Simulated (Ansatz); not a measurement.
RbNb6Se8:
```
RbNb6Se8
1.0
   10.04869     0.00000     0.00000
   -5.02434     8.70242     0.00000
    0.00000     0.00000     3.46542
Rb Nb Se
1 6 8
Direct
  0.00000   0.00000   0.00000
  0.10703   0.61950   0.75144
  0.89297   0.38050   0.24856
  0.38050   0.48753   0.75144
  0.61950   0.51247   0.24856
  0.51247   0.89297   0.75144
  0.48753   0.10703   0.24856
  0.28167   0.93809   0.74644
  0.71833   0.06191   0.25356
  0.06191   0.34358   0.74644
  0.93809   0.65642   0.25356
  0.65642   0.71833   0.74644
  0.34358   0.28167   0.25356
  0.66667   0.33333   0.74898
  0.33333   0.66667   0.25102
```

Relaxed with PBEsol. Special points in fractions of this cell's reciprocal vectors: Γ (0.000, 0.000, 0.000); M (0.500, 0.000, 0.000); K (0.333, 0.333, 0.000); A (0.000, 0.000, 0.500); L (0.500, 0.000, 0.500); H (0.333, 0.333, 0.500); H2 (0.333, 0.333, -0.500).

Q: List the band energies nearest the Fermi level at these points for plane-wave PAW PBEsol (Ansatz code).

A: In eV from the Fermi level; about four levels below and three above (degenerate sets whole), none deeper than 8.9 eV; points with the same levels are listed once.

| k | below | above |
|---|---|---|
| Γ | -0.92 -0.92 -0.25 -0.18 -0.18 | 0.91 0.96 0.96 |
| M | -0.42 -0.39 -0.24 -0.02 | 0.80 0.91 1.08 |
| K | -0.37 -0.29 -0.29 -0.05 | 0.84 0.84 0.96 |
| A | -1.67 -1.67 -0.89 -0.88 | 0.96 0.96 1.11 1.11 |
| L | -1.57 -1.55 -0.95 -0.91 | 0.88 1.00 1.01 |
| H | -1.54 -1.52 -0.93 -0.93 | 0.95 0.97 1.00 1.00 |

Space group P-3. The first step of the workflow began from a Materials Project structure, measured or hypothetical; the Crystallography Open Database copy checked does not list it. Whether it is the stable phase at ambient conditions was not checked. Symmetry was held in the PBEsol relaxation; whether a distortion lowers the energy is not shown. No spin polarisation was allowed. With an odd number of electrons in the cell and no spin polarisation, the count alone makes it a metal. Scalar-relativistic: spin–orbit coupling is off unless named, which matters more the heavier the elements.

Potentials: the later of the program's two PAW sets.
